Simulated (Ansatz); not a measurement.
MnSi (FeSi type, space group P2_13)

```xyz
8
Lattice="4.5182 0.0000 0.0000 0.0000 4.5182 0.0000 0.0000 0.0000 4.5182" Properties=species:S:1:pos:R:3 pbc="T T T"
Mn     0.6164     0.6164     0.6164
Mn     2.8755     1.6427     3.9018
Mn     3.9018     2.8755     1.6427
Mn     1.6427     3.9018     2.8755
Si     3.8187     3.8187     3.8187
Si     1.5596     2.9587     0.6996
Si     0.6996     1.5596     2.9587
Si     2.9587     0.6996     1.5596
```

The slice is a {100} plane (indices of the conventional cell) through the point (0.655, 0.155, 0.345) (fractional), spanned by u = [100] and v = [010] in vectors of this cell: u (4.52 Å) and v (4.52 Å, at 90° to u). It covers one period; positions are fractions (u, v).

Method: PBE (plane waves to 420 eV, PAW, scalar-relativistic; Ansatz, an electronic-structure program). k mesh 10×10×10. Near the nuclei the fields are pseudised (PAW); where an atom keeps semicore shells as valence, they peak there. MnSi was relaxed with its symmetry unable to fall. Relaxed MnSi ends ferromagnetic. The PAW data are Ansatz's earlier set. Other magnetic orders were not checked, so this need not be the ground state.

Sketch the valence electron density on this plane as a map.


```
v \ u  0.00  0.12  0.25  0.38  0.50  0.62  0.75  0.88
-----  ----  ----  ----  ----  ----  ----  ----  ----
0.94   -0.7  -0.4  -0.5  -0.5  -0.3  -0.5  -0.4  -0.4
0.84   -0.4  -0.4  -0.5  -0.6  -0.5  -0.5  -0.5  -0.4
0.75   -0.4  -0.4  -0.5  -0.6  -0.6  -0.5  -0.5  -0.5
0.66   -0.5  -0.2   0.0  -0.5  -0.5  -0.4  -0.4  -0.5
0.56   -0.4   0.8   1.0  -0.1  -0.4  -0.4  -0.3  -0.5
0.47   -0.3   1.1   1.4   0.1  -0.4  -0.4  -0.4  -0.5
0.38   -0.4   0.5   0.8  -0.2  -0.5  -0.5  -0.6  -0.6
0.28   -0.5  -0.3  -0.2  -0.5  -0.5  -0.6  -0.7  -0.6
0.19   -0.4  -0.3  -0.5  -0.5  -0.5  -0.6  -0.7  -0.5
0.09   -0.6  -0.4  -0.5  -0.5  -0.4  -0.5  -0.5  -0.5
0.00   -0.9  -0.5  -0.4  -0.4  -0.3  -0.5  -0.4  -0.5
```

Values: log₁₀ of the valence density in e/Å³. The scale is logarithmic, as a density can span decades between atoms and voids.
